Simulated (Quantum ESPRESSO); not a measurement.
One change at a time to Al2Ga2ReTa3

All numbers below are calculated, not measured. They come from Quantum ESPRESSO 7.5, a public plane-wave density functional program. Each row is one single-point run on a made-up periodic cell of eight metal atoms, with elements, volume, strain and displacements drawn at random and not relaxed, so a cell may be unstable or far from any real phase. There is no spin polarisation or spin-orbit coupling.

Settings: PBE unless stated; PseudoDojo standard norm-conserving files; Fermi-Dirac width 0.25 eV, which means electrons at about 2900 K; cutoff 1252 eV; 6 x 6 x 3 k mesh shifted half a step off Gamma. E is the free energy of the whole cell (internal energy minus TS), so a -TS column is already part of it. Stress is positive in tension, and the pressure P is minus a third of its trace.

Checks: one run of this series was repeated at a higher cutoff and on a denser mesh, which moved values by no more than 0.006 eV, 0.04 GPa and 0.015 eV/Å, and a second program with other atomic files agreed on it to 2 % rms in force and 0.5 GPa in pressure. Known limits: the copper pseudopotential is less sure than most, with forces differing by about three percent and pressure by about two GPa from a second method on plain copper; heavy elements are run without spin-orbit coupling, which real alloys of them have; a spin test at this wide smearing found no moment, but such smearing suppresses magnetism that the real alloy may have.

The lattice is face-centred cubic, and the cell vectors in Å are (0.001, -0.039, -4.060); (4.073, 0.005, -0.001); (-0.009, -8.195, -0.077), a volume of 135.49 Å³ in run 1. The elements on sites 1 to 8 are Ta Ta Al Al Re Ga Ga Ta. Each later run makes one change to run 1 and keeps the rest. E is counted from run 1, and is n/a where other atomic files have another zero of energy.

| run | change | V (Å³) | P (GPa) | -TS (eV) | rms force (eV/Å) | largest change of a force component (eV/Å) | E (eV) |
|---|---|---|---|---|---|---|---|
| 1 | none | 135.49 | -1.14 | -1.170 | 1.177 | 0.000 | 0.000 |
| 2 | sites 1 and 4 exchanged | 135.49 | 0.28 | -1.258 | 1.043 | 1.411 | 0.387 |
| 3 | all lengths scaled by -1.93 % | 127.80 | 9.00 | -1.103 | 1.411 | 0.595 | ? |
| 4 | PBEsol in place of PBE | 135.49 | -6.07 | -1.176 | 1.137 | 0.143 | n/a |
| 5 | Cu on site 8 | 135.49 | -8.11 | -1.039 | 0.975 | 1.829 | n/a |
| 6 | site 8 moved by -0.15 Å along x | 135.49 | -0.70 | -1.180 | 1.245 | 1.456 | 0.099 |

## Worked estimate

Along a uniform scaling dE = -P dV. The mean of the two pressures is 3.930 GPa and the volume changes by -7.69 Å³, with 160.2 GPa to one eV/Å³. The same two rows give -V dP/dV = 174 GPa for this cell with clamped atoms, which is not the bulk modulus of a real alloy.

## Withheld value

Question: what E should run 3 give?

The estimate is 0.189 eV. The calculation gave 0.177 eV. The mean of two end points misses the curvature of P, and the finite cutoff adds a little.
